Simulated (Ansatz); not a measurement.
Given:

ZnAu (CsCl type, space group No. 221), a = b = c = 3.1286 Å, α = β = γ = 90.00°.

This is the PBEsol-relaxed structure.

Q: All from PBEsol (plane waves, PAW; program Ansatz), unless another level is named. Predict the Debye temperature from the elastic constants.

A: 181 K.

Q: Next, the highest zone-centre frequency?

A: 144 cm⁻¹.

Q: What about the elastic constants (relaxed ions, GPa)?

A: C11 = 151, C12 = 139, C44 = 57.8.

Space group Pm-3m (CsCl type). Symmetry was held in the PBEsol relaxation; of distortions, only those at the zone centre were tested. As this level gives no gap, shear constants depend on the k-mesh and smearing (Fermi–Dirac, 0.1 eV here). As this level gives no gap, phonon frequencies hold no LO–TO term and depend on the k-mesh and smearing (Fermi–Dirac, 0.1 eV here). Scalar-relativistic: spin–orbit coupling is off unless named, which matters more the heavier the elements.

Potentials: the later of the program's two PAW sets.
